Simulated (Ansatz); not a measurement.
**NaTa$_{4}$As$_{3}$ in Ansatz, relaxation**

The command:

```bash
ansatz run input.yaml --threads 2 --pin off --max-ram 3584MiB --backend cpu --events-out ev --progress --plain --runs-dir out
```

input.yaml:

```yaml
crystal:
  lattice:
    - [2.124686, 3.680057, 0.0]
    - [-2.124686, 3.680057, 0.0]
    - [0.0, -2.453372, 11.163421]
  atoms:
    - { symbol: Na, position: [0.5, 0.5, 0.5] }
    - { symbol: Ta, position: [0.09206, 0.09206, 0.27618] }
    - { symbol: Ta, position: [0.90794, 0.90794, 0.72382] }
    - { symbol: Ta, position: [0.3006, 0.3006, 0.9018] }
    - { symbol: Ta, position: [0.6994, 0.6994, 0.0982] }
    - { symbol: As, position: [0.22599, 0.22599, 0.67797] }
    - { symbol: As, position: [0.77401, 0.77401, 0.32203] }
    - { symbol: As, position: [0.0, 0.0, 0.0] }
  symmetry: { tolerance: 0.0003 }
kpoints:
  mp_grid: { grid: [5, 5, 5], shift: [0, 0, 0] }
magnetization:
  spin_polarized: false
scf:
  occupations: { method: fermi_dirac }
  lower_state_search: "off"
hamiltonian:
  pseudopotentials: { kind: paw }
  xc: pbesol
basis:
  ecutwfc: 420
  fft_grid_basis: typed
relax:
  max_steps: 80
  cell: { p_target: 0.0 }
output:
  forces: true
  stress: true
  eigenvalues: true
  populations: true
  elf: true
  write_potential: true
  volumetric_format: npy
  dos:
    e_range: [-12, 8]
    de: 0.05
    projected: { site_lists: { As: [As], Na: [Na], Ta: [Ta] } }
  write_density: true
  bader: false
checkpoint:
  read: saved_state
```

Origin of the cell: a known structure type with other elements, at an estimated volume, so it need not be a known compound.

The smearing width isn't typed, so it takes its default of 0.1 eV.

The saved state is a converged single point of the same cell.

Steps («new basis» is an SCF on plane waves selected anew at the same cell):

```
step  ΔF (meV/atom)  max force component (eV/Å)  P (GPa)  volume (Å³)  SCF iterations   step was
   1            0.0                       2.777    -5.87       174.57               8   accepted
   2         -195.0                       2.116    -2.68       165.80               9   accepted
   3         -270.6                       0.785     0.63       161.07               7   accepted
   4         -278.3                       0.388    -0.12       163.05               6   accepted
   5         -279.7                       0.046     0.27       163.41               5   accepted
   6         -279.8                       0.022    -0.25       164.33               6   accepted
   7         -279.8                       0.013     0.01       164.11               5   accepted
   8         -279.8                       0.002    -0.01       164.06               5   accepted
   9         -279.7                       0.002    -0.02       164.06               6  new basis
```

Before:

Space group R-3m (No. 166); the run's cell has a = 4.249 Å, b = 4.249 Å, c = 11.430 Å, α = 100.71°, β = 100.71°, γ = 60.00°. Shortest distances: As–Ta 2.50 Å, As–Na 3.16 Å, Ta–Ta 3.16 Å, Na–Ta 3.50 Å.

After:

Space group R-3m (No. 166); the run's cell has a = 4.079 Å, b = 4.079 Å, c = 11.628 Å, α = 100.10°, β = 100.10°, γ = 60.00°. Shortest distances: As–Ta 2.59 Å, Ta–Ta 2.85 Å, As–Na 3.04 Å.

```xyz
8
Lattice="2.0393 3.5322 0.0000 -2.0393 3.5322 0.0000 0.0000 -2.3548 11.3874" Properties=species:S:1:pos:R:3 pbc="T T T"
Na    0.0000    2.3548    5.6937
Ta    0.0000    0.0000    2.6967
Ta    0.0000    4.7097    8.6907
Ta    0.0000    0.0000   10.3026
Ta    0.0000    4.7097    1.0849
As    0.0000    0.0000    7.6208
As    0.0000    4.7097    3.7666
As    0.0000    0.0000    0.0000
```

```
Free energy lowered by  : 279.7 meV/atom
Volume change           : -6.02 %
Final pressure          : -0.02 GPa
Relaxation steps listed : 9
```

Caveats: no moments, though an odd count or open d shells may carry them; no spin-orbit coupling, though heavy elements are present; the k mesh is coarse if the cell is a metal; the relaxation held the start's symmetry, so the end may be a saddle point.

It ran for 66 s on 2 threads of Arm Neoverse V1, on a shared host, peak memory 0.55 GiB, from a saved density.
